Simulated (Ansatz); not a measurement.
This cell of AlNi (CsCl type) is off equilibrium:

```yaml
crystal:
  lattice:
    - [2.86332, 0.00000, 0.00000]
    - [0.00000, 2.86332, 0.00000]
    - [0.00000, 0.00000, 2.86332]
  atoms:
    - { symbol: Al, position: [0.94831, 0.00000, 0.00000] }
    - { symbol: Ni, position: [0.50000, 0.50000, 0.50000] }
```

Method: r2SCAN (plane waves to 500 eV, PAW, scalar-relativistic; Ansatz, a first-principles code). k mesh 13×13×13 (Γ-centred), Fermi-Dirac smearing 0.05 eV. The energy includes the smearing's −TS. Compression counts positive. With partly filled bands, energies and forces of such displacements shift with the k mesh and the smearing. AlNi is run without spin polarisation. AlNi was relaxed with its symmetry unable to fall. The PAW data are Ansatz's earlier set.

**Question.** Predict the force on every atom, in eV/Å.

**Answer.** 
| atom | Fx | Fy | Fz |
|---|---|---|---|
| Al1 | 0.956 | 0.000 | 0.000 |
| Ni2 | -0.956 | 0.000 | 0.000 |

**Question.** What is the stress tensor (GPa)?

**Answer.** 
```
    0.7      0.0      0.0
    0.0      1.8      0.0
    0.0      0.0      1.8
```
The pressure, a third of the trace, is 1.5 GPa.

**Question.** In it atom 1 sits (-0.148, 0.000, 0.000) Å away from its relaxed site. What is its energy relative to the relaxed cell?

**Answer.** 71 meV/cell.

(For displaced atoms, the force is minus the slope of the energy, and its curvature is a force constant, which sets phonon frequencies.)
